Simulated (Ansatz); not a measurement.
Bi2HSe3 (R3m), relaxed with LDA (Ansatz, a first-principles code, plane waves, PAW): a = b = 4.012 Å, c = 30.745 Å, α = β = 90.00°, γ = 120.00°.

ΔH_f (eV/atom): -0.13

Task: The same phase is relaxed and computed with r²SCAN+D4 in the same code. What are the cell and these values now?

Result: a = b = 4.4963 Å, c = 27.4802 Å, α = β = 90.00°, γ = 120.00°.

- ΔH_f (eV/atom) = -0.15

Typed or built starts, not in the databases checked: Bi2HSe3, R3m (Pearson symbol hR6). Weakly bound layers, chains or molecules computed without a dispersion correction, so cells and soft constants are ill determined: Bi2HSe3, R3m (Pearson symbol hR6) with LDA. All cells were relaxed under the symmetry of their starts (and spin orders); stability against distortions was not tested throughout. Scalar-relativistic: spin–orbit coupling is off unless named, which matters more the heavier the elements.

Potentials: the later of the program's two PAW sets.

Ansatz is a plane-wave DFT program.

Formation energies count from the lowest solids of the elements computed at the same level, not from gases.
